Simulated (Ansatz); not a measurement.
Mg:
```
CELL_PARAMETERS angstrom
      3.03415     0.00000     0.00000
     -1.51708     2.62765     0.00000
      0.00000     0.00000     3.02417
ATOMIC_POSITIONS crystal
  Mg 0.00000 0.00000 0.00000
```

Relaxed with LDA. Special points in fractions of this cell's reciprocal vectors: Γ (0.000, 0.000, 0.000); M (0.500, 0.000, 0.000); K (0.333, 0.333, 0.000); A (0.000, 0.000, 0.500); L (0.500, 0.000, 0.500); H (0.333, 0.333, 0.500).

Task: List the band energies nearest the Fermi level at these points for DFT-LDA in the program Ansatz with PAW potentials.

Result: In eV from the Fermi level; about four levels below and three above (degenerate sets whole), none deeper than 8.9 eV; … stands for higher levels left out; points with the same levels are listed once.

| k | below | above |
|---|---|---|
| Γ | -6.71 | 8.05 8.79 … |
| M | -1.57 -1.21 | 8.26 8.61 … |
| K | – | 0.08 0.08 0.84 |
| A | -3.02 -2.34 | 14.71 14.71 … |
| L | – | 1.48 2.40 3.02 |
| H | – | 3.06 3.06 3.68 |

Space group P6/mmm (simple hexagonal). The first step of the workflow began from a Materials Project structure, measured or hypothetical; the Crystallography Open Database copy checked does not list it. It is not the phase usual at ambient conditions (space group No. 194). Symmetry was held in the LDA relaxation. At this level the phase is mechanically unstable.

Potentials: the earlier of the program's two PAW sets.
